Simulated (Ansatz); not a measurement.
LiVO₂F₂:
```
CELL_PARAMETERS angstrom
      6.15180     0.00000     0.00000
      0.00000     3.46084     0.00000
     -2.39608     0.00000     6.15342
ATOMIC_POSITIONS crystal
  Li 0.33636 0.75000 0.80176
  Li 0.66364 0.25000 0.19824
  V  0.15269 0.75000 0.23514
  V  0.84731 0.25000 0.76486
  O  0.09971 0.25000 0.15251
  O  0.90029 0.75000 0.84749
  O  0.30621 0.75000 0.48566
  O  0.69379 0.25000 0.51434
  F  0.14407 0.25000 0.74563
  F  0.85593 0.75000 0.25437
  F  0.60774 0.25000 0.88393
  F  0.39226 0.75000 0.11607
```

Relaxed with r²SCAN. Special points in fractions of this cell's reciprocal vectors: Γ (0.000, 0.000, 0.000); Z (0.000, 0.500, 0.000); D (0.000, 0.500, 0.500); B (0.000, 0.000, 0.500); A (-0.500, 0.000, 0.500); E (-0.500, 0.500, 0.500); C2 (-0.500, 0.500, 0.000); Y2 (-0.500, 0.000, 0.000).

Problem. List the band energies nearest the valence-band maximum at these points for r²SCAN in the plane-wave PAW code Ansatz.

Solution. In eV from the valence-band maximum; about four levels below and three above (degenerate sets whole), none deeper than 8.9 eV; points with the same levels are listed once.

| k | below | above |
|---|---|---|
| Γ | -1.01 -0.65 -0.60 -0.55 | 2.38 2.41 3.85 |
| Z | -0.73 -0.73 -0.52 -0.52 | 3.79 3.79 3.97 3.97 |
| D | -0.72 -0.72 -0.28 -0.28 | 3.82 3.82 4.03 4.03 |
| B | -0.90 -0.69 -0.58 -0.53 | 2.38 2.41 3.89 |
| A | -1.11 -0.64 -0.52 -0.51 | 2.32 2.39 3.95 |
| E | -0.75 -0.75 -0.41 -0.41 | 3.71 3.71 3.97 3.97 |
| C2 | -0.74 -0.74 -0.45 -0.45 | 3.76 3.76 4.00 4.00 |
| Y2 | -0.80 -0.75 -0.72 -0.54 | 2.30 2.41 3.94 |

Space group P2_1/m. The workflow started from a Materials Project entry (that database holds measured and hypothetical structures alike); the Crystallography Open Database copy checked does not list it. Whether it is the stable phase at ambient conditions was not checked. The r²SCAN relaxation kept the symmetry of its start; its stability against distortions is not shown here. The run is not spin-polarised. No Hubbard U is applied.

Potentials: the later of the program's two PAW sets.
